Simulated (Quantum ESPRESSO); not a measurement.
Band energies of Cs2KYF6

```
Cs2KYF6
1.0
    0.00000     4.81064     4.81064
    4.81064     0.00000     4.81064
    4.81064     4.81064     0.00000
F K Y Cs
6 1 1 2
Cartesian
  2.19557   4.81064   4.81064
  7.42570   4.81064   4.81064
  4.81064   2.19557   4.81064
  4.81064   7.42570   4.81064
  4.81064   4.81064   2.19557
  4.81064   4.81064   7.42570
  4.81064   4.81064   4.81064
  0.00000   0.00000   0.00000
  7.21595   7.21595   7.21595
  2.40532   2.40532   2.40532
```

norm-conserving PBEsol (Quantum ESPRESSO, 84 Ry, scalar-relativistic); path ΓXWKΓLUWLK,UX; energies in eV from the valence-band maximum.

| k (1/Å) | point | band 36 | band 37 | band 38 | band 39 | band 40 | band 41 | band 42 | band 43 |
|---|---|---|---|---|---|---|---|---|---|
| 0.00 | Γ | -0.13 | -0.13 | 0.00 | 0.00 | 0.00 | 6.33 | 7.88 | 7.88 |
| 0.22 |  | -0.14 | -0.14 | -0.04 | -0.04 | 0.00 | 6.67 | 8.04 | 8.16 |
| 0.65 | X | -0.19 | -0.19 | -0.17 | -0.17 | -0.01 | 7.92 | 8.20 | 8.38 |
| 0.65 | W | -0.22 | -0.22 | -0.19 | -0.07 | -0.07 | 8.32 | 8.32 | 8.39 |
| 0.88 | K | -0.24 | -0.23 | -0.15 | -0.15 | -0.04 | 8.22 | 8.24 | 8.35 |
| 1.23 |  | -0.23 | -0.17 | -0.07 | -0.05 | -0.04 | 7.14 | 8.17 | 8.23 |
| 1.58 | Γ | -0.13 | -0.13 | 0.00 | 0.00 | 0.00 | 6.33 | 7.88 | 7.88 |
| 1.95 |  | -0.22 | -0.22 | -0.06 | -0.06 | -0.05 | 7.27 | 8.22 | 8.22 |
| 2.14 | L | -0.25 | -0.25 | -0.08 | -0.08 | -0.07 | 8.05 | 8.13 | 8.25 |
| 2.54 | U | -0.24 | -0.23 | -0.15 | -0.15 | -0.04 | 8.22 | 8.24 | 8.35 |
| 2.54 | W | -0.22 | -0.22 | -0.19 | -0.07 | -0.07 | 8.32 | 8.32 | 8.39 |
| 2.70 |  | -0.24 | -0.24 | -0.16 | -0.07 | -0.07 | 8.21 | 8.26 | 8.34 |
| 3.00 | L | -0.25 | -0.25 | -0.08 | -0.08 | -0.07 | 8.05 | 8.13 | 8.25 |
| 3.27 |  | -0.25 | -0.25 | -0.12 | -0.12 | -0.05 | 8.16 | 8.23 | 8.32 |
| 3.40 | K | -0.24 | -0.23 | -0.15 | -0.15 | -0.04 | 8.22 | 8.24 | 8.35 |
| 3.40 | U | -0.24 | -0.23 | -0.15 | -0.15 | -0.04 | 8.22 | 8.24 | 8.35 |
| 3.63 | X | -0.19 | -0.19 | -0.17 | -0.17 | -0.01 | 7.92 | 8.20 | 8.38 |

The PBEsol gap is direct, 6.33 eV at Γ. Another valence extremum on the path lies within 0.02 eV, too close to call.

Geometry of the Materials Project entry, not relaxed at this level.
